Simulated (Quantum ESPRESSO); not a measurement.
## An isovalent swap in SiC: field gradients

Host, cell and atoms relaxed with PBE and no dispersion term (field gradients by a PBE PAW density (pw.x of a modified build of Quantum ESPRESSO, JTH datasets) with the all-electron reconstruction of Petrilli and co-workers, 20 Ha, k-mesh 8×8×5 through Γ):

```csv
site,site symmetry,Vzz (a.u.),η_Q,∣C_Q∣ (MHz)
"Si (atoms 1, 2)",3m,0.035,0.00,–
"C (atoms 3, 4)",3m,0.022,0.00,–
```

Its cell: a = 3.092 Å, b = 3.092 Å, c = 5.075 Å, α = 90.00°, β = 90.00°, γ = 120.00°.

Changed cell (atom 1 is the new one; 20 Ha, k-mesh 8×8×5 through Γ):

```
CELL_PARAMETERS angstrom
      3.16719     0.00000     0.00000
     -1.58359     2.74287     0.00000
      0.00000     0.00000     5.21268
ATOMIC_POSITIONS crystal
  Ge 0.33333 0.66667 0.49943
  Si 0.66667 0.33333 0.00079
  C  0.33333 0.66667 0.88522
  C  0.66667 0.33333 0.36456
```
The cell was made here from a computed Materials Project entry: one of 2 Si replaced by Ge, cell and atoms relaxed (PBE without dispersion, pw.x of Quantum ESPRESSO, symmetry kept). The parent is SiC in P6₃mc. The swapped cell is a model, not a known phase. Stability against distortions was not tested.

Quadrupole moments taken as inputs (sizes, barn, from the tables of PySCF and pymatgen): ⁷³Ge 0.196.

Principal values are ordered |Vxx| ≤ |Vyy| ≤ |Vzz|, η = (Vxx − Vyy)/Vzz, and C_Q = eQVzz/h is given by its size. Cores are frozen. Against all-electron runs on small test molecules, this scheme's |Vzz| missed by −6 % on Si, +9 % on C. Ge had no test against all-electron runs. Static lattice: thermal averaging is not included.

### Question
What do the sites of the changed cell show?

### Answer
```csv
site,distance to atom 1 (Å),Vzz (a.u.),η_Q,∣C_Q∣ (MHz)
Ge (atom 1),–,0.232,0.00,10.7
Si (atom 2),3.18,-0.040,0.00,–
C1 (atom 3),2.01,0.094,0.00,–
C2 (atom 4),1.96,-0.038,0.00,–
```
The swap repeats in every cell, so this is an ordered compound and not a dilute impurity.
